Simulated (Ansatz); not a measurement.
input.yaml (Ansatz)

```yaml
crystal:
  lattice:
    - [2.7650074406, 0.0, 0.0]
    - [0.0, 2.7650074406, 0.0]
    - [0.0, 0.0, 2.7650074406]
  atoms:
    - { symbol: Li, position: [0.0, 0.0, 0.0] }
hamiltonian:
  xc: r2scan
  pseudopotentials:
    kind: paw_fr
    azcp:
      Li: "pseudopotentials/Li.paw.azcp"
basis:
  ecutwfc: 500
  fft_grid_basis: typed
kpoints:
  mp_grid: { grid: [11, 11, 11], shift: [0, 0, 0] }
magnetization:
  noncollinear: true
  spin_orbit: true
scf:
  occupations: { method: fermi_dirac, width: 0.1 }
```

Terminal output

```
Engine: ansatz 0.2.0, x86_64-unknown-linux-gnu
Pseudopotentials: kind: paw_fr
Pseudopotential: Li, paw_fr, valence charge 3, recommended cutoff 500 eV (meta_gga) 
Functional definition: r2SCAN
  parameter k0 = 0.174
  parameter k1 = 0.065
  parameter a1 = 4.9479
  exchange = r2scan_x(k0 = k0, k1 = k1, a1 = a1)
  correlation = r2scan_c
non-collinear run that drives no moment, with spin-orbit: no starting moment large enough to seed its density (crystal.atoms[].spin), no starting occupations that ask for one, no magnetisation constraint and no magnetic field, so the semilocal B_xc is pinned to zero
Crystal: 1 atoms, lattice volume = 21.139 Å³
Basis set: ecut = 500 eV, 515 PW (Γ), exchange–correlation on 96×96×96 points (64 copies of the dense FFT grid, shifted against one another)
Bands: 12, of which v1, the nominal top of the filled ones, is band 3 counted from 1 (2 counted from 0)
Symmetry: 48 space group operations + 48 with time reversal
Magnetic group: BNS 221.93 (UNI 1595), of the structure as read, at distance tolerance 2.8e-5 Å
k-points: 56 of 1331
Projection manifold: j_resolved (fully-relativistic pseudo-atomic orbitals)
Non-local potential: Li, projectors of the file, l = 0: 3, l = 1: 4, l = 2: 2
PAW form: soft (Blöchl's): semilocal exchange-correlation on the pseudo side does not see the compensation charge
PAW one-centre angular grid: Li, 302 points (default); XC on 329 of its mesh's 2665 points in the sphere
Initial density: superposition of atomic densities (chi_scale 0.1, normalization cell)
Initial wavefunctions: pseudopotential atomic-orbital guess
Functional: x = r2scan, c = r2scan; τ floored in thin density (d = 2e-4 eV/Å³)
iter 1 solved again at ethr=2.96e-4 eV; its pass at ethr=3.10e-3 eV (dr2=8.88e-3 eV) is discarded
SCF iter   1: F=—  HF=-205.010809 eV  |F-HF|=—  |Δ(HF+E_count)|=         —  Δρ=4.96e-3  dr2=8.86e-3  dr2_τ=7.70e-5  dr2_m=0.00e0 (ungated)  ethr=2.96e-4  |M|=0.00e0 ∫|m|=0.00e0 μB  |m|>n=0.0e0 m-floor=0.0e0 τ_xc=0.0e0  β_m=0.30  ⟨swp⟩=1.5  Hψ=2431  notcnv=0
SCF iter   2: F=—  HF=-205.016735 eV  |F-HF|=—  |Δ(HF+E_count)|=   5.93e-3  Δρ=3.50e-3  dr2=4.38e-3  dr2_τ=3.61e-6  dr2_m=0.00e0 (ungated)  ethr=2.95e-4  |M|=0.00e0 ∫|m|=0.00e0 μB  |m|>n=0.0e0 m-floor=0.0e0 τ_xc=0.0e0  β_m=0.65  ⟨swp⟩=3.0  Hψ=652  notcnv=0
SCF iter   3: F=—  HF=-205.017358 eV  |F-HF|=—  |Δ(HF+E_count)|=   6.22e-4  Δρ=1.93e-4  dr2=6.96e-6  dr2_τ=5.49e-7  dr2_m=0.00e0 (ungated)  ethr=1.46e-4  |M|=0.00e0 ∫|m|=0.00e0 μB  |m|>n=0.0e0 m-floor=0.0e0 τ_xc=0.0e0  β_m=0.60  ⟨swp⟩=1.9  Hψ=401  notcnv=0
SCF iter   4: F=—  HF=-205.017376 eV  |F-HF|=—  |Δ(HF+E_count)|=   1.80e-5  Δρ=8.61e-5  dr2=9.74e-7  dr2_τ=2.28e-8  dr2_m=0.00e0 (ungated)  ethr=2.32e-7  |M|=0.00e0 ∫|m|=0.00e0 μB  |m|>n=0.0e0 m-floor=0.0e0 τ_xc=0.0e0  β_m=0.80  ⟨swp⟩=2.0  Hψ=426  notcnv=0
SCF iter   5: F=—  HF=-205.017376 eV  |F-HF|=—  |Δ(HF+E_count)|=   3.72e-7  Δρ=1.94e-5  dr2=1.05e-7  dr2_τ=7.37e-10  dr2_m=0.00e0 (ungated)  ethr=3.25e-8  |M|=0.00e0 ∫|m|=0.00e0 μB  |m|>n=0.0e0 m-floor=0.0e0 τ_xc=0.0e0  β_m=0.71  ⟨swp⟩=2.1  Hψ=425  notcnv=0
SCF iter   6: F=-205.017376 eV  HF=-205.017376 eV  |F-HF|=1.52e-9  |Δ(HF+E_count)|=   1.21e-8  Δρ=5.84e-6  dr2=8.60e-9  dr2_τ=3.22e-11  dr2_m=0.00e0 (ungated)  ethr=3.33e-9  |M|=0.00e0 ∫|m|=0.00e0 μB  |m|>n=0.0e0 m-floor=0.0e0 τ_xc=0.0e0  ⟨swp⟩=2.0  Hψ=593  notcnv=0
SCF 1 converged in 6 iterations: F = -205.017376 eV  dr2 = 8.60e-9
SCF converged after 6 iterations
Magnetization: |M| = 0.0000 μB,  M = (+0.0000, +0.0000, +0.0000) μB
Absolute magnetization: 0.0000 μB (∫|m|)
  site 0: m = (+0.0000, +0.0000, +0.0000) μB, |m| = 0.0000 μB  (R = 1.14 Å)
Free energy (F): -205.017376 eV
Harris-Foulkes:  -205.017376 eV  (|F-HF|=1.52e-9)
Internal energy: -205.004771 eV  (E = F + TS)
E sigma→0 (E₀):  -205.011074 eV
Entropy (-TS):   -0.012605 eV (-12.605 meV/atom)
Fermi energy:    0.867679 eV
--- Per-component energies (eV) ---
  E_band       = -95.540163
  E_kinetic    = 21.107181
  E_local      = -135.133562  (includes V_loc(G=0)·N_el)
  E_nonlocal   = -33.328144
  E_hartree    = 40.244134
  E_xc         = -9.583244
  E_vxc        = -13.645428  (∫ρ·V_xc dr)
  E_paw        = -21.818500  (= ΣΔE_a)
  E_vpaw       = -15.850146  (= ΣTr[D̂ρ^β])
  E_aug_tail   = -0.000103  (compensation charges beyond the density's cutoff)
  E_vtau       = 0.820940  (kinetic-family band-sum trace: ∫τ·v_τ [+ j·A + Jᵃ·Aᵃ] dr)
  E_ewald      = -66.492534
  E_smearing   = -0.012605  (= −TS)
  E_closure    = -0.000000  (closes the sum)
  Σ components = -205.017376   (vs F -205.017376, Δ=0.00e0)
```

Launched by

```sh
ansatz run input.yaml --threads 1 --pin off --max-ram 3584MiB --backend cpu --events-out ev --progress --plain --runs-dir out
```

On 1 thread of Intel(R) Xeon(R) Platinum 8259CL CPU @ 2.50GHz (Skylake/Cascade Lake) (shared host) this took about 7.1 s of wall time and 7 s of CPU time.
